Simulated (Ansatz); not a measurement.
Relaxed-ion elastic tensor of HfC (CsCl type, Pm-3m) in GPa (Voigt order), DFT-r²SCAN in the program Ansatz with PAW potentials; density 13.14 g/cm³, 12.04 Å³ per atom.

```json
[
 {"": "1", "1": "183", "2": "233", "3": "233", "4": "0.0", "5": "0.0", "6": "0.0"},
 {"": "2", "1": "233", "2": "183", "3": "233", "4": "0.0", "5": "0.0", "6": "0.0"},
 {"": "3", "1": "233", "2": "233", "3": "183", "4": "0.0", "5": "0.0", "6": "0.0"},
 {"": "4", "1": "0.0", "2": "0.0", "3": "0.0", "4": "-284", "5": "0.0", "6": "0.0"},
 {"": "5", "1": "0.0", "2": "0.0", "3": "0.0", "4": "0.0", "5": "-284", "6": "0.0"},
 {"": "6", "1": "0.0", "2": "0.0", "3": "0.0", "4": "0.0", "5": "0.0", "6": "-284"}
]
```

Task: Is the crystal mechanically stable?

Result: No: the smallest eigenvalue of C is -284 GPa.

The cell is a constructed one: a structure type filled with these elements; neither database checked (COD, Materials Project) lists it. It is not the phase usual at ambient conditions (space group No. 225). Symmetry was held in the r²SCAN relaxation. At this level the phase is mechanically unstable. No spin polarisation was allowed. As this level gives no gap, shear constants depend on the k-mesh and smearing (Fermi–Dirac, 0.1 eV here). Scalar-relativistic: spin–orbit coupling is off unless named, which matters more the heavier the elements.

Potentials: the earlier of the program's two PAW sets.
